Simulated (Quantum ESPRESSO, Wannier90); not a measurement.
## Wannierisation of Ta (bcc (W type))

```yaml
crystal:
  lattice:
    - [-1.65493, 1.65493, 1.65493]
    - [1.65493, -1.65493, 1.65493]
    - [1.65493, 1.65493, -1.65493]
  atoms:
    - { symbol: Ta, position: [0.00000, 0.00000, 0.00000] }
```

Cell from Materials Project (mp-50), symmetrised, no further relaxation. This is the element's usual structure. Method: PBEsol plane waves in Quantum ESPRESSO 7.5 (PseudoDojo norm-conserving files, 47 Ry, no spin polarisation, no spin-orbit coupling), Bloch states on a 10×10×10 mesh through Γ, Wannier90 4.0.1. Density: 18×18×18 mesh, cold smearing 0.01 Ry. Spin-orbit coupling is left out although heavy elements are present.

Valence charges of the files: Ta 13. 21 bands were computed.

Isolated groups of bands, relative to the Fermi level (bands from 5 on overlap up to the last one computed):

| bands | from (eV) | to (eV) | filling | weight on atomic waves |
|---|---|---|---|---|
| 1 | -67.13 | -66.93 | filled | Ta 5s 96 % |
| 2–4 | -34.20 | -33.04 | filled | Ta 5p 98 % |

Wanted is a model with the orbitals Ta s p d, without the filled groups that are mainly made of other shells (semicore states, and anion s where it isn't named); all higher bands stay in for disentanglement.

**Question.** Give num_wann, exclude_bands and num_bands, and the number of electrons that the model holds.

**Answer.** Electrons: 1×13 = 13, or 6.5 bands' worth; no gap over 0.05 eV opens at the Fermi level at this level of theory.
num_wann = 1×9 = 9.
exclude_bands = 1-4, 4 bands, so num_bands = 21 − 4 = 17.
The model holds 13 − 2×4 = 5 electrons. With the window frozen to 1.50 eV it follows pw.x to 3.6 meV rms (states up to 1.0 eV relative to the Fermi level).
